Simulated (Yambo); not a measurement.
Yambo run on MgI$_{2}$ (CdI2 type, space group P-3m1, No. 164). The wavefunctions are PBEsol (Quantum ESPRESSO, PseudoDojo norm-conserving, 84 Ry, without SOC) ones on a 3×3×2 mesh (12 occupied bands); a = b = 4.126 Å, c = 6.827 Å, α = β = 90.00°, γ = 120.00°.

Yambo input:

```
rim_cut
HF_and_locXC
RandQpts= 1000000
RandGvec= 1 Ry
EXXRLvcs= 84 Ry
VXCRLvcs= 336 Ry
% QPkrange
 1 | 1 | 12 | 13 |
 2 | 2 | 12 | 13 |
 5 | 5 | 12 | 13 |
 6 | 6 | 12 | 13 |
%
```

k points by index: 1 = Γ, 2 = A, 5 = K, 6 = H.

The o-*.hf file then holds:

```
#    K-point    Band    Eo [eV]    Ehf [eV]    Vxc [eV]    Vnlxc [eV]
#
    1    12    0.000000    -2.691558    -11.59430    -14.28586
    1    13    3.619762    7.878220    -8.958498    -4.700041
    2    12    -0.165691    -3.012200    -11.54613    -14.39264
    2    13    4.661882    9.139613    -9.546142    -5.068411
    5    12    -1.327169    -4.445401    -10.67176    -13.78999
    5    13    3.789948    7.754855    -8.987067    -5.022161
    6    12    -0.569436    -3.447985    -11.27665    -14.15520
    6    13    4.810452    9.221660    -10.30137    -5.890159
```
Exchange alone, without screening.

Geometry relaxed with PBE+D3(BJ).
